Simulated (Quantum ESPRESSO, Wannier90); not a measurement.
Wannier functions of Si₂W (P6₂22)

```xyz
9
Lattice="4.6168 0.0000 0.0000 -2.3084 3.9983 0.0000 0.0000 0.0000 6.6532" Properties=species:S:1:pos:R:3 pbc="T T T"
Si     0.0000    -1.3084     3.3266
Si     1.1331    -0.6542    -1.1089
Si     1.1331     0.6542     1.1089
Si     0.0000     1.3084     3.3266
Si    -1.1331     0.6542    -1.1089
Si    -1.1331    -0.6542     1.1089
W     -1.1542     1.9992     1.1089
W      2.3084     0.0000     3.3266
W      1.1542     1.9992    -1.1089
```

Materials Project entry mp-8939; symmetrised, unrelaxed at this level. Not found in the COD (Crystallography Open Database) copy used, which has the formula in other groups; not checked further. Computed values, not measurements, from PBEsol: Quantum ESPRESSO (norm-conserving PseudoDojo potentials, cutoff 60 Ry, no spin polarisation, no spin-orbit coupling) on a Γ-centred 4×4×4 mesh, then Wannier90. Density: 12×12×6 mesh, cold smearing 0.01 Ry. Spin-orbit coupling is left out although heavy elements are present.

A tight-binding model is made by disentanglement and projection with no localisation steps (num_iter = 0), so the 51 orbitals stay atom-like: hydrogen-like Si: s;p; W: s;p;d, axes along x, y, z; frozen window up to 1.50 eV relative to the Fermi level. It follows pw.x to 23 meV rms for states up to 1.0 eV relative to the Fermi level. Matrix elements depend on this choice of orbitals and windows.

Which pairs of orbitals on different sites are coupled most strongly? Give distance, modulus and how many such pairs a cell has.


| orbital | orbital | distance of the centres (Å) | modulus (eV) | pairs |
|---|---|---|---|---|
| Si py | Si py | 2.39 | 3.14 | 1 |
| Si py | Si py | 2.34 | 3.04 | 2 |
| Si pz | Si pz | 2.45 | 2.34 | 6 |
| Si px | Si px | 2.55 | 2.27 | 4 |
| Si px | Si px | 2.53 | 2.18 | 2 |
| Si py | W py | 2.80 | 2.14 | 2 |
| Si py | W py | 2.84 | 1.96 | 4 |
| Si py | W dx2-y2 | 2.80 | 1.82 | 6 |
| Si py | Si s | 2.50 | 1.77 | 2 |
| Si pz | Si s | 2.52 | 1.77 | 12 |
| Si s | W py | 2.70 | 1.71 | 2 |
| Si pz | W dyz | 2.65 | 1.68 | 4 |
| Si pz | W s | 2.68 | 1.67 | 12 |
| Si s | W py | 2.65 | 1.61 | 4 |
| Si px | W px | 2.75 | 1.59 | 4 |
| Si py | W s | 2.80 | 1.57 | 2 |
| Si px | Si s | 2.57 | 1.54 | 4 |
| Si py | Si s | 2.52 | 1.54 | 4 |
| Si pz | W dxz | 2.68 | 1.53 | 4 |
| Si pz | W pz | 2.67 | 1.53 | 12 |
| Si px | W dxy | 2.74 | 1.51 | 12 |
| Si px | Si py | 2.69 | 1.51 | 4 |
| Si px | W px | 2.74 | 1.49 | 4 |
| Si s | W px | 2.70 | 1.48 | 4 |
| Si px | Si py | 2.66 | 1.45 | 8 |
| Si px | W px | 2.77 | 1.43 | 4 |
| Si s | W dx2-y2 | 2.65 | 1.41 | 4 |
| Si s | W px | 2.65 | 1.41 | 8 |
| Si py | Si pz | 2.71 | 1.40 | 4 |
| Si py | W s | 2.83 | 1.40 | 4 |
